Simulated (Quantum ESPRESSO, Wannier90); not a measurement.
Wannier functions of MgO (rock salt)

```
begin unit_cell_cart
ang
    0.0000000000    2.0970000000    2.0970000000
    2.0970000000    0.0000000000    2.0970000000
    2.0970000000    2.0970000000    0.0000000000
end unit_cell_cart
begin atoms_frac
Mg   0.0000000000  0.0000000000  0.0000000000
O    0.5000000000  0.5000000000  0.5000000000
end atoms_frac
```

Cell from Materials Project (mp-1265), symmetrised, no further relaxation. COD (Crystallography Open Database) has an entry of this formula and space group (matched by these alone). Computed values, not measurements, from LDA: Quantum ESPRESSO (norm-conserving PseudoDojo potentials, cutoff 68 Ry, no spin polarisation, no spin-orbit coupling) on a Γ-centred 12×12×12 mesh, then Wannier90. Density: 12×12×12 mesh, cold smearing 0.01 Ry.

A tight-binding model is made by disentanglement and projection with no localisation steps (num_iter = 0), so the 8 orbitals stay atom-like: hydrogen-like Mg: s;p; O: s;p, axes along x, y, z; frozen window up to 6.31 eV relative to the valence-band maximum. It follows pw.x to 0.5 meV rms for states up to 5.8 eV relative to the valence-band maximum. Matrix elements depend on this choice of orbitals and windows.

The 30 largest hoppings ⟨m,0|H|n,R⟩ between different sites (one of each Hermitian pair; signs follow the real orbitals' lobes; the list may end inside a set of equal values):

| m | n | R | distance of the centres (Å) | t (eV) |
|---|---|---|---|---|
| O2 py | Mg1 py | 0 1 0 | 2.10 | 2.478 |
| O2 py | Mg1 py | 1 0 1 | 2.10 | 2.478 |
| O2 pz | Mg1 pz | 0 0 1 | 2.10 | 2.478 |
| O2 pz | Mg1 pz | 1 1 0 | 2.10 | 2.478 |
| O2 px | Mg1 px | 0 1 1 | 2.10 | 2.478 |
| O2 px | Mg1 px | 1 0 0 | 2.10 | 2.478 |
| O2 s | Mg1 py | 1 0 1 | 2.10 | 1.852 |
| O2 s | Mg1 py | 0 1 0 | 2.10 | -1.852 |
| O2 s | Mg1 pz | 0 0 1 | 2.10 | -1.852 |
| O2 s | Mg1 pz | 1 1 0 | 2.10 | 1.852 |
| O2 s | Mg1 px | 0 1 1 | 2.10 | 1.852 |
| O2 s | Mg1 px | 1 0 0 | 2.10 | -1.852 |
| O2 pz | Mg1 s | 0 0 1 | 2.10 | 1.602 |
| O2 py | Mg1 s | 0 1 0 | 2.10 | 1.602 |
| O2 py | Mg1 s | 1 0 1 | 2.10 | -1.602 |
| O2 pz | Mg1 s | 1 1 0 | 2.10 | -1.602 |
| O2 px | Mg1 s | 0 1 1 | 2.10 | -1.602 |
| O2 px | Mg1 s | 1 0 0 | 2.10 | 1.602 |
| Mg1 px | Mg1 py | 0 0 1 | 2.97 | 0.893 |
| Mg1 py | Mg1 px | 0 0 1 | 2.97 | 0.893 |
| Mg1 pz | Mg1 px | 0 1 0 | 2.97 | 0.893 |
| Mg1 px | Mg1 pz | 0 1 0 | 2.97 | 0.893 |
| Mg1 py | Mg1 pz | 0 1 -1 | 2.97 | -0.892 |
| Mg1 pz | Mg1 py | 0 1 -1 | 2.97 | -0.892 |
| Mg1 py | Mg1 pz | 1 0 0 | 2.97 | 0.892 |
| Mg1 pz | Mg1 py | 1 0 0 | 2.97 | 0.892 |
| Mg1 px | Mg1 pz | 1 0 -1 | 2.97 | -0.892 |
| Mg1 pz | Mg1 px | 1 0 -1 | 2.97 | -0.892 |
| Mg1 py | Mg1 px | 1 -1 0 | 2.97 | -0.891 |
| Mg1 px | Mg1 py | 1 -1 0 | 2.97 | -0.891 |
